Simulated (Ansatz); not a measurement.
YbInCu4: Yb vacancy

Computed with the plane-wave PAW code Ansatz (scalar-relativistic, PAW set soft_2): PBEsol, no spin polarisation, 420 eV cutoff, k-mesh 3×3×3.

The relaxed host crystal (no gap at this level of theory):

```xyz
6
Lattice="0.0000 3.5538 3.5538 3.5538 0.0000 3.5538 3.5538 3.5538 0.0000" Properties=species:S:1:pos:R:3 pbc="T T T"
Yb    5.3306    5.3306    5.3306
In    0.0000    0.0000    0.0000
Cu    4.4451    2.6624    4.4451
Cu    4.4451    4.4451    2.6624
Cu    2.6624    2.6624    2.6624
Cu    2.6624    4.4451    4.4451
```

Supercell of 24 atoms, rows of the matrix [[-1,1,-1],[-1,1,1],[1,1,-1]] times the cell vectors; Yb vacancy at (0.750, 0.750, 0.750) in fractions of the cell above. Atoms are relaxed at the host's cell, from a start shaken by 0.03 Å near the defect. The cell loses 1 of its 4 Yb, so this is a heavily defective crystal.

Problem. How does the lattice relax around the defect?

Solution. Distances from the empty Yb site (Å), by shell of the perfect crystal:

| shell | perfect crystal | relaxed, charge 0 |
| --- | --- | --- |
| 12 Cu | 2.95 | 2.96 |
| 4 In | 3.08 | 2.76 |

| charge | gap of the cell on the mesh (eV) |
| --- | --- |
| 0 | 0.00 |

Formation energy of the neutral defect: 2.71 eV, taking atoms from and to the elements' standard states (no corrections for gases), so it belongs to those chemical potentials alone.

Relaxed cell at charge 0:

```
YbInCu4 V_Yb charge 0
1.0
     0.0000   -7.1075    0.0000
     7.1075    0.0000    0.0000
     0.0000    0.0000    7.1075
Yb In Cu
3 4 16
Direct
  0.2496 0.7506 0.7505
  0.7496 0.7507 0.2506
  0.2497 0.2509 0.2503
  0.9739 0.4748 0.5266
  0.5258 0.0264 0.5264
  0.9736 0.0266 0.9744
  0.5256 0.4748 0.9745
  0.1263 0.1246 0.6246
  0.6238 0.6271 0.6247
  0.1263 0.6272 0.1270
  0.6239 0.1248 0.1269
  0.8757 0.1252 0.3742
  0.3732 0.6274 0.3739
  0.8757 0.6272 0.8761
  0.3737 0.1249 0.8761
  0.1260 0.8740 0.3738
  0.6238 0.3764 0.3743
  0.1258 0.3764 0.8762
  0.6238 0.8742 0.8764
  0.8753 0.8748 0.6248
  0.3733 0.3768 0.6246
  0.8753 0.3766 0.1266
  0.3730 0.8742 0.1270
```

Caveats: 4f shell without a U, which puts 4f levels too near the Fermi level; small supercell, so energies and levels can be off by tenths of an eV; one random start near the defect, so other minima are possible.
